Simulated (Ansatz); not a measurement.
## BaZnPF from LDA upwards

The starting cell is an entry of the Crystallography Open Database, a measured cell (2005, 293 K):

```xyz
8
Lattice="4.1563 0.0000 0.0000 0.0000 4.1563 0.0000 0.0000 0.0000 9.4574" Properties=species:S:1:pos:R:3 pbc="T T T"
Ba    2.0782    0.0000    3.1377
Ba    0.0000    2.0782    6.3197
Zn    2.0782    2.0782    0.0000
Zn    0.0000    0.0000    0.0000
P     0.0000    2.0782    1.4101
P     2.0782    0.0000    8.0473
F     2.0782    2.0782    4.7287
F     0.0000    0.0000    4.7287
```

Atoms and cell were relaxed at zero pressure with plane-wave PAW DFT (Ansatz 0.2.0; one set of PAW datasets, made under PBE, for all functionals; 420 eV, r2SCAN 500 eV; 6×6×4 Γ-centred mesh, fermi-dirac occupations of width 0.020 eV; no spin polarisation, no spin-orbit coupling, no dispersion correction), keeping the symmetry (P4/nmm, No. 129).

**Question.** Which functional gives the smallest cell, and how wide is the spread?

**Answer.** The relaxed conventional cells:

```
functional  a (Å)  c (Å)  volume (Å³/atom)  formation energy (eV/atom)
       LDA  4.050  9.227             18.92                      -2.016
    PBEsol  4.100  9.345             19.64                      -1.919
       PBE  4.172  9.523             20.72                      -1.905
    r2SCAN  4.142  9.494             20.37                      -2.109
 the entry  4.156  9.457             20.42                           –
```

LDA gives the smallest volume and PBE the largest, 9.5 % more, the usual order, since LDA overbinds and PBE's gradient terms loosen the lattice. Against the entry's volume: LDA -7.4 %, PBEsol -3.9 %, PBE +1.4 %, r2SCAN -0.3 %; r2SCAN comes nearest. The formation energies span 0.20 eV an atom, lowest under r2SCAN.

Caveats: each relaxation keeps the start's symmetry, so a distorted cell may lie lower; computed cells are at 0 K with fixed nuclei, while the entry holds thermal expansion, often some tenths of a per cent in volume and more in soft crystals; formation energies are at zero smearing against the elements' usual phases under the same functional, gases as free molecules, uncorrected.
